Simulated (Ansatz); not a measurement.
Thermal properties of TaRu5 from its phonons

Level of theory: Ansatz, DFT PBE, scalar-relativistic, plane waves, PAW. Plane waves to 420 eV; Γ-centred k mesh 12×12×8; Fermi-Dirac smearing of 0.15 eV. No spin polarisation. Phonons by linear response, acoustic sum rule imposed.

Equilibrium structure at this level:
```cif
data_structure
_symmetry_space_group_name_H-M 'P-62m'
_symmetry_Int_Tables_number 189
_cell_length_a 4.7937
_cell_length_b 4.7937
_cell_length_c 4.3728
_cell_angle_alpha 90.000
_cell_angle_beta 90.000
_cell_angle_gamma 120.000
_cell_volume 87.02
loop_
_atom_site_label
_atom_site_type_symbol
_atom_site_symmetry_multiplicity
_atom_site_Wyckoff_symbol
_atom_site_fract_x
_atom_site_fract_y
_atom_site_fract_z
_atom_site_occupancy
Ta1 Ta 1 b 0.00000 0.00000 0.50000 1
Ru1 Ru 3 f 0.00000 0.65442 0.00000 1
Ru2 Ru 2 d 0.33333 0.66667 0.50000 1
```

The structure comes from a generated guess, relaxed at this level; another structure or a mixture of phases may lie lower. In a metal, frequencies and elastic constants depend on the k mesh and the smearing, soft modes and shear constants most. Spin–orbit coupling is left out, which matters for heavy elements. The q mesh is coarse, so values between its points are rough.

Force constants from linear response on a 2×2×2 q mesh, interpolated to a fine mesh.

Phonon density of states, in bins of 5 cm⁻¹:
(bin centre (cm⁻¹), share of modes (%)): (2.5, 0.0), (7.5, 0.0), (12.5, 0.0), (17.5, 0.0), (22.5, 0.0), (27.5, 0.0), (32.5, 0.0), (37.5, 0.1), (42.5, 0.1), (47.5, 0.1), (52.5, 0.1), (57.5, 0.2), (62.5, 0.2), (67.5, 0.3), (72.5, 0.4), (77.5, 0.6), (82.5, 0.8), (87.5, 1.1), (92.5, 2.0), (97.5, 2.8), (102.5, 2.5), (107.5, 2.3), (112.5, 1.9), (117.5, 1.3), (122.5, 2.0), (127.5, 2.6), (132.5, 3.6), (137.5, 3.9), (142.5, 4.1), (147.5, 2.3), (152.5, 2.4), (157.5, 3.6), (162.5, 4.0), (167.5, 4.4), (172.5, 3.7), (177.5, 4.7), (182.5, 3.9), (187.5, 4.6), (192.5, 3.8), (197.5, 4.9), (202.5, 3.9), (207.5, 3.5), (212.5, 4.8), (217.5, 4.8), (222.5, 5.0), (227.5, 1.7), (232.5, 0.4)

(1) Give the zero-point energy per atom.

(2) How large are the vibrational entropy and heat capacity at 300 K?

(3) Tabulate them against temperature.

Answers

(1) 30.6 meV.

(2) S = 3.91 k_B and C_V = 2.84 k_B per atom, 95 % of the Dulong–Petit value.

(3)
| T (K) | F_vib (meV/atom) | S (k_B/atom) | C_V (k_B/atom) |
| --- | --- | --- | --- |
| 100 | 27.3 | 1.17 | 1.91 |
| 200 | 9.8 | 2.79 | 2.66 |
| 300 | -19.3 | 3.91 | 2.84 |
| 400 | -56.8 | 4.74 | 2.91 |
| 500 | -100.5 | 5.39 | 2.94 |
| 600 | -149.4 | 5.93 | 2.96 |
| 700 | -202.5 | 6.39 | 2.97 |
| 800 | -259.3 | 6.78 | 2.98 |
| 900 | -319.3 | 7.13 | 2.98 |
| 1000 | -382.1 | 7.45 | 2.99 |
